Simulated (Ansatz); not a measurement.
**Zone-centre modes in Ge**

Method: Ansatz, DFT r2SCAN, scalar-relativistic, plane waves, PAW. The runs took a 500 eV cutoff, a Γ-centred 12×12×6 mesh and Gaussian smearing (0.03 eV). No spin polarisation.

Reference structure (relaxed at this level; this form isn't the usual structure):

```
CELL_PARAMETERS angstrom
3.99565 0.00000 0.00000
-1.99782 3.46033 0.00000
0.00000 0.00000 6.60271
ATOMIC_POSITIONS crystal
Ge 0.66667 0.33333 0.06298
Ge 0.33333 0.66667 0.56298
Ge 0.66667 0.33333 0.43702
Ge 0.33333 0.66667 0.93702
```

Harmonic modes by finite displacements of 0.02 Å, without the LO–TO term.

At this geometry, is the structure stable against these modes?

Yes: no mode is imaginary beyond 10 cm⁻¹, and only the three translations lie near zero.

List the wavenumbers in cm⁻¹.

0, 0, 0, 58, 58, 223, 238, 282, 282, 296, 296, 296.

Cost: 1 run of about 4.7 core-minutes, on Intel Xeon 6975P-C (Granite Rapids) (shared hosts).